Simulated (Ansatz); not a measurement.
Relaxed-ion elastic tensor of Rh (dhcp (α-La type), P6_3/mmc) in GPa (Voigt order), plane-wave PAW r²SCAN+D4 (Ansatz code); density 12.55 g/cm³, 13.61 Å³ per atom.

```
509  187  172  0.0  0.0  0.0
187  509  172  0.0  0.0  0.0
172  172  531  0.0  0.0  0.0
0.0  0.0  0.0  119  0.0  0.0
0.0  0.0  0.0  0.0  119  0.0
0.0  0.0  0.0  0.0  0.0  161
```

### Question
Is the crystal mechanically stable?

### Answer
Yes: the smallest eigenvalue of C is 119 GPa.

### Question
Work out the Voigt, Reuss and Hill averages.

### Answer
K_V = 290, K_R = 290, K_H = 290; G_V = 148, G_R = 144, G_H = 146 GPa.

### Question
Give Young's modulus, Poisson's ratio, Pugh's ratio and the universal anisotropy index.

### Answer
E = 9KG/(3K + G) = 374 GPa; ν = 0.29; K/G = 1.99 (ductile by the Pugh limit of 1.75); A_U = 5G_V/G_R + K_V/K_R − 6 = 0.14.

### Question
Estimate the sound speeds and the Debye temperature.

### Answer
v_l = √((K + 4G/3)/ρ) = 6210 m/s, v_t = √(G/ρ) = 3410 m/s, mean 3800 m/s; Θ = (h/k)(3n/4πV)^(1/3) v_m = 473 K.

### Question
Solve the Christoffel equation for the three sound speeds along x, y, z.

### Answer
Eigenvalues of C_ijkl n_j n_l equal ρv². In km/s, slowest first: x 3.08, 3.58, 6.37; y 3.08, 3.58, 6.37; z 3.08, 3.08, 6.50.

### Question
How much does each axis shrink under pressure?

### Answer
Linear compressibilities β_i = Σ_j S_ij (j = 1 to 3): x 1.2, y 1.2, z 1.1 per TPa.

The first step of the workflow began from a Materials Project structure, measured or hypothetical; the Crystallography Open Database copy checked does not list it. It is not the phase usual at ambient conditions (space group No. 225). The cell was relaxed with r²SCAN+D4 under the symmetry of its start; whether a distortion lowers the energy is not shown. No spin polarisation was allowed. The pairwise dispersion correction was not fitted to metals. As this level gives no gap, shear constants depend on the k-mesh and smearing (Fermi–Dirac, 0.1 eV here). On the denser mesh and wider smearing of the elastic run this cell carries a stress of 0.4 GPa.

Potentials: the later of the program's two PAW sets.
